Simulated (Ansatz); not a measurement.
BaTe (rock salt, Fm-3m) at seven volumes, the program Ansatz at the LDA level (PAW), scaled uniformly. One row is withheld.

```csv
V (Å³/atom),P (GPa)
36.824,4.10
38.038,?
39.252,1.15
40.466,0.00
41.680,-0.98
42.894,-1.81
44.108,-2.52
```

Q: Fit the shown pressures and predict the withheld one.

A: P = (3/2)B₀(x^(7/2) − x^(5/2))[1 + (3/4)(B′ − 4)(x − 1)] with x = (V₀/V)^(2/3). Least squares on the six rows gives V₀ = 40.466 Å³/atom, B₀ = 35.3 GPa, B′ = 4.40. At V = 38.038, x = 1.0421 and P = 2.50 GPa. The run itself gave 2.50 GPa.

The LDA relaxation kept the symmetry of its start; of distortions, only those at the zone centre were tested. Spin–orbit coupling is left out wherever it is not named.

Potentials: the later of the program's two PAW sets.
